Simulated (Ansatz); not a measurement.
WSe2:
```cif
data_Se4W2
_chemical_formula_sum 'W2 Se4'
_space_group_name_H-M_alt 'P 1'
_space_group_IT_number 1
_cell_length_a 3.25020
_cell_length_b 3.25020
_cell_length_c 12.81838
_cell_angle_alpha 90.000
_cell_angle_beta 90.000
_cell_angle_gamma 120.000
loop_
_space_group_symop_operation_xyz
  'x, y, z'
loop_
_atom_site_label
_atom_site_type_symbol
_atom_site_fract_x
_atom_site_fract_y
_atom_site_fract_z
_atom_site_occupancy
W1 W 0.33333 0.66667 0.25000 1
W2 W 0.66667 0.33333 0.75000 1
Se1 Se 0.33333 0.66667 0.61999 1
Se2 Se 0.66667 0.33333 0.11999 1
Se3 Se 0.66667 0.33333 0.38001 1
Se4 Se 0.33333 0.66667 0.88001 1
```

Relaxed with LDA.

**Question.** Give the optical modes at the zone centre with their infrared activity from DFPT, DFT-LDA in the program Ansatz with PAW potentials.

**Answer.** Transverse frequencies, without the LO–TO term; a row sums one degenerate level.

| ω (cm⁻¹) | degeneracy | IR ((D/Å)²/amu) | activity | symmetry |
|---|---|---|---|---|
| 25 | 2 | 0.00 | IR-inactive | E2g |
| 38 | 1 | 0.00 | IR-inactive | B1g |
| 175 | 2 | 0.00 | IR-inactive | E2u |
| 177 | 2 | 0.00 | IR-inactive | E1g |
| 248 | 2 | 0.00 | IR-inactive | E2g |
| 249 | 2 | 2.01 | IR | E1u |
| 250 | 1 | 0.00 | IR-inactive | B2u |
| 252 | 1 | 0.00 | IR-inactive | A1g |
| 308 | 1 | 0.45 | IR | A2u |
| 310 | 1 | 0.00 | IR-inactive | B1g |

**Question.** How high does the top mode go among those that the LO–TO term moves?

**Answer.** 251 cm⁻¹ for q along x, 251 cm⁻¹ for q along y, 310 cm⁻¹ for q along z.

Space group P6_3/mmc. Symmetry was held in the LDA relaxation; phonons on a q-mesh show no instability. No spin polarisation was allowed. A crystal of weakly bound layers computed without a dispersion correction: the cell and the soft elastic constants depend strongly on that. Spin–orbit coupling is left out wherever it is not named.

Potentials: the later of the program's two PAW sets.
